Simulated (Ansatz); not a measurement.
Ca₃SbN:
```
Ca3SbN
1.0
    4.80312     0.00000     0.00000
    0.00000     4.80312     0.00000
    0.00000     0.00000     4.80312
Ca Sb N
3 1 1
Direct
  0.00000   0.50000   0.50000
  0.50000   0.00000   0.50000
  0.50000   0.50000   0.00000
  0.00000   0.00000   0.00000
  0.50000   0.50000   0.50000
```

Cartesian axes are those of the cell as given.

### Question
Give the high-frequency dielectric tensor and the Born effective charge tensors of the independent atoms from DFPT, plane-wave PAW PBEsol (Ansatz code).

### Answer

ε∞:
```
11.4  0.00  0.00
0.00  11.4  0.00
0.00  0.00  11.4
```
Z* of atom 1 (Ca), rows: field, columns: displacement, in e:
```
2.49  0.00  0.00
0.00  2.45  0.00
0.00  0.00  2.45
```
Z* of atom 4 (Sb), rows: field, columns: displacement, in e:
```
-3.21   0.00   0.00
 0.00  -3.21   0.00
 0.00   0.00  -3.21
```
Z* of atom 5 (N), rows: field, columns: displacement, in e:
```
-4.18   0.00   0.00
 0.00  -4.18   0.00
 0.00   0.00  -4.18
```

Static charges for comparison (Bader): Ca1 +1.31, Sb4 -1.97, N5 -1.96 e. Born charges measure polarisation by displacement and can exceed these by far.

Space group Pm-3m (anti-perovskite). The workflow started from a Materials Project entry (that database holds measured and hypothetical structures alike); the Crystallography Open Database copy checked does not list it. Whether it is the stable phase at ambient conditions was not checked. The PBEsol relaxation kept the symmetry of its start; whether a distortion lowers the energy is not shown. Spin–orbit coupling is left out wherever it is not named.

Potentials: the later of the program's two PAW sets.
